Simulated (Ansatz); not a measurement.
System: HfO2 (fluorite type), 3 atoms in the cell.

```
Hf O
1.0
     0.00000    2.53500    2.53500
     2.53500    0.00000    2.53500
     2.53500    2.53500    0.00000
Hf O
1 2
Direct
  0.00000 0.00000 0.00000
  0.25000 0.25000 0.25000
  0.75000 0.75000 0.75000
```

All numbers below come from r²SCAN, plane waves, PAW datasets (generated hard set) (Ansatz 0.2.0 development build).

Cutoff 700 eV; k-mesh 6×6×6 Γ-centred; Fermi–Dirac smearing of 0.02 eV; no spin polarisation; no spin–orbit coupling.

(1) How large is the gap on this mesh, is it direct, and where do the band edges lie (fractions of the reciprocal vectors of this cell)?

(2) List the levels near the gap at (0.000, 0.000, 0.000), (0.000, 0.000, 0.167), (0.000, 0.000, 0.333), (0.000, 0.167, -0.333), (0.000, 0.167, -0.167), (0.000, -0.500, -0.500), in eV from the top of the valence band (v1 is the highest filled band, c1 the lowest empty one).

Answers

(1) 4.27 eV, direct at (0.000, -0.500, -0.500).

(2) 
| k | v4 | v3 | v2 | v1 | c1 | c2 | c3 |
| --- | --- | --- | --- | --- | --- | --- | --- |
| (0.000, 0.000, 0.000) | -5.49 | -0.65 | -0.65 | -0.65 | 4.39 | 4.39 | 6.41 |
| (0.000, 0.000, 0.167) | -4.75 | -1.39 | -1.09 | -1.09 | 4.83 | 4.83 | 7.32 |
| (0.000, 0.000, 0.333) | -3.40 | -2.58 | -1.71 | -1.71 | 5.18 | 5.18 | 7.36 |
| (0.000, 0.167, -0.333) | -3.61 | -2.54 | -2.28 | -1.01 | 4.88 | 5.58 | 7.58 |
| (0.000, 0.167, -0.167) | -3.65 | -2.59 | -2.07 | -0.63 | 4.86 | 5.40 | 7.73 |
| (0.000, -0.500, -0.500) | -3.58 | -1.61 | -1.61 | 0.00 | 4.27 | 6.01 | 7.18 |

This cubic structure is a model: it isn't the usual form of the substance at ambient conditions, and such phases are metastable or hypothetical. A gap read on the mesh is an upper bound of this method's gap, since the mesh can miss a band edge. Spin–orbit coupling is left out; with heavy elements it can shift the gap and split levels by tenths of an eV. Potentials made with PBE were used with another functional. Semilocal functionals give gaps that mostly lie well below measured ones.
